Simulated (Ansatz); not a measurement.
Given:

CaO:
```
CaO
1.0
    0.00000     2.39206     2.39206
    2.39206     0.00000     2.39206
    2.39206     2.39206     0.00000
Ca O
1 1
Direct
  0.00000   0.00000   0.00000
  0.50000   0.50000   0.50000
```

This is the r²SCAN+D4-relaxed structure.

All from r²SCAN+D4 (plane waves, PAW; program Ansatz), unless another level is named. Estimate the hole effective mass, band 1 of 3 at the edge.

2.9 along [100], 2.9 along [110], 1.3 along [111] (mₑ).

Give the hole effective mass, band 3 of 3 at the edge.

0.36 along [100], 0.47 along [110], 0.52 along [111] (mₑ).

What about the formation energy from the elements (no fitted shifts)?

-3.22 eV/atom.

Space group Fm-3m (rock salt). Symmetry was held in the r²SCAN+D4 relaxation. The references are the lowest solids computed at this level, not always the standard phases (solids in place of the gases).

Potentials: the later of the program's two PAW sets.

Edges and masses are those of Kohn–Sham bands, whose gap is no quasiparticle gap.
